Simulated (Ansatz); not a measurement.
Consider the following.

MgO:
```cif
data_Mg4O4
_chemical_formula_sum 'Mg4 O4'
_space_group_name_H-M_alt 'Fm-3m'
_space_group_IT_number 225
_space_group_name_Hall '-F 4 2 3'
_cell_length_a 4.25396
_cell_length_b 4.25396
_cell_length_c 4.25396
_cell_angle_alpha 90.000
_cell_angle_beta 90.000
_cell_angle_gamma 90.000
loop_
_atom_site_label
_atom_site_type_symbol
_atom_site_symmetry_multiplicity
_atom_site_Wyckoff_symbol
_atom_site_fract_x
_atom_site_fract_y
_atom_site_fract_z
_atom_site_occupancy
Mg1 Mg 4 b 0.50000 0.50000 0.50000 1
O1 O 4 a 0.00000 0.00000 0.00000 1
```
(The calculation used a cell of 2 atoms; values per cell refer to that cell.)

This is the PBE-relaxed structure.

### Question
All from PBE in the plane-wave PAW code Ansatz, unless another level is named. Predict the hole effective mass, band 3 of 3 at the edge.

### Answer
0.38 along [100], 0.34 along [110], 0.33 along [111] (mₑ).

### Question
Predict the weight of the valence-edge state by species (Voronoi cells).

### Answer
O 94 %, Mg 6 %.

### Question
Next, the valence-band maximum?

### Answer
at Γ.

The cell was relaxed with PBE under the symmetry of its start; phonons on a q-mesh show no instability.

Potentials: the later of the program's two PAW sets.

Edges and masses are those of Kohn–Sham bands, whose gap is no quasiparticle gap.
